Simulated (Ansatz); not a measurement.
# CaZnC2O6: computed property card

CaZnC₂O₆:
```yaml
crystal:
  lattice:
    - [2.40595, 1.38908, 5.33865]
    - [-2.40595, 1.38908, 5.33865]
    - [0.00000, -2.77815, 5.33865]
  atoms:
    - { symbol: Ca, position: [0.00000, 0.00000, 0.00000] }
    - { symbol: Zn, position: [0.50000, 0.50000, 0.50000] }
    - { symbol: C, position: [0.75767, 0.75767, 0.75767] }
    - { symbol: C, position: [0.24233, 0.24233, 0.24233] }
    - { symbol: O, position: [0.72847, 0.03626, 0.50407] }
    - { symbol: O, position: [0.27153, 0.96374, 0.49593] }
    - { symbol: O, position: [0.03626, 0.50407, 0.72847] }
    - { symbol: O, position: [0.96374, 0.49593, 0.27153] }
    - { symbol: O, position: [0.50407, 0.72847, 0.03626] }
    - { symbol: O, position: [0.49593, 0.27153, 0.96374] }
```

Space group R-3 (No. 148); conventional cell a = 4.8119 Å, b = 4.8119 Å, c = 16.0160 Å, α = 90.00°, β = 90.00°, γ = 120.00°.

Method: DFT-r²SCAN in the program Ansatz with PAW potentials. The cell and atoms are relaxed at this level. Other levels are named where they apply.

Cell and energy:

```yaml
volume_per_atom: 10.71 Å³
density: 3.50 g/cm³
Formation energy from the elements (no fitted shifts): -1.98 eV/atom
```

Electronic structure:

```yaml
band_gap: 4.80 eV (indirect)
valence_band_maximum: at L
conduction_band_minimum: at T
smallest_direct_gap_on_the_standard_path: 5.71 eV
electron_effective_mass: 0.79, 0.79, 2.2 mₑ (principal values)
hole_effective_mass: 1.1, 4.8, 5.6 mₑ (principal values)
HSE06 gap on the r²SCAN cell: 6.18 eV
```

Mechanics:

```yaml
Bulk modulus (Birch–Murnaghan fit): 100 GPa
Pressure derivative B′: 4.6
```

Charges:

```yaml
bader_charges: Ca +1.67, Zn +1.46, C +2.37, O -1.31 e
```

The workflow started from a Materials Project entry (that database holds measured and hypothetical structures alike); the Crystallography Open Database copy checked does not list it. Whether it is the stable phase at ambient conditions was not checked. The cell was relaxed with r²SCAN under the symmetry of its start; its stability against distortions is not shown here. The references are the lowest solids computed at this level, not always the standard phases (solids in place of the gases).

Potentials: the later of the program's two PAW sets.
